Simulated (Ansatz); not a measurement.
Sn$_{3}$Se: a vibration from a frozen displacement

Theory: Ansatz 0.2.0, DFT PBE, scalar-relativistic, plane waves, PAW. Settings: plane waves to 420 eV, k-mesh 12×12×12 (Γ-centred), Gaussian smearing 0.15 eV. No spin polarisation. Energies are free energies at this smearing, counted from the undisturbed cell; pressure is positive in compression.

Zero of the scan (relaxed at this level; with this scan's settings it stands at 0.1 GPa; it needn't be the usual structure):

```
Sn Se
1.0
     0.00000    3.72795    3.72795
     3.72795    0.00000    3.72795
     3.72795    3.72795    0.00000
Sn Se
3 1
Direct
  0.25000 0.25000 0.25000
  0.75000 0.75000 0.75000
  0.50000 0.50000 0.50000
  0.00000 0.00000 0.00000
```

Atom 4 (Se) is moved by x along the Cartesian unit vector (1.000, 0.000, 0.000); the cell and all other atoms stay fixed. The cell's volume is 103.62 Å³; the moved atoms weigh 78.971 u together and the others 356.130 u. Some rows repeat others by symmetry and weren't run.

```csv
x (Å),ΔE (meV/cell),total force on the moved atoms along the move (eV/Å),pressure (GPa)
-0.4500,74.13,0.3600,1.6586
-0.3938,55.63,0.2996,1.2987
-0.3375,40.28,0.2466,0.9864
-0.2250,17.72,0.1574,0.5107
-0.1125,4.46,0.0790,0.2315
0.0000,0.00,0.0000,0.1398
0.1125,4.46,-0.0790,0.2315
0.2250,17.72,-0.1574,0.5107
0.3375,40.28,-0.2466,0.9864
0.3938,55.63,-0.2996,1.2987
0.4500,74.13,-0.3600,1.6586
```

What frequency belongs to this motion?

The force constant is k = −dF/dx = 0.702 eV/Å², from the parabola through x = -0.1125, 0 and 0.1125. In every cell the moved atoms swing against the rest, so the mass is μ = m₁m₂/(m₁ + m₂) = 64.638 u, and ν̃ = 521.5 cm⁻¹ × √(|k|/μ) = 54 cm⁻¹. The pattern needn't be a normal mode: ν̃² is then a weighted mean of the squared nonzero frequencies at the zone centre of this cell, so it lies between the lowest and the highest of them.

How far does the harmonic law reach?

At x = -0.450 Å, kx²/2 = 71.10 meV against the computed 74.13 meV (+4.3 %): the well is still close to harmonic there.

The pressure changes with x². What does that say about the frequency under compression?

With E = k(V)x²/2, k ∝ V^(−2γ) and x scaling with the cell as V^(1/3), P − P0 = −∂E/∂V = (2γ − 2/3) ΔE/V. At x = 0.2250 Å, V(P − P0) = 103.62 × 0.37093 / 160.2 eV = 239.89 meV and ΔE = 17.72 meV, so γ = 1/3 + V(P − P0)/(2ΔE) = 7.10. This is the Grüneisen parameter of the motion under uniform scaling of the cell: shrinking the cell evenly by 1 % in volume raises the frequency by about 7.10 %. Values this far from the 1 to 3 of most solids mark a soft motion whose force constant is small beside what it shares with volume.

In a metal these slopes depend on the k mesh and the smearing.

Cost: 6 runs of about 5.1 core-minutes in all, on Intel Xeon Processor @ 2.70GHz (shared hosts).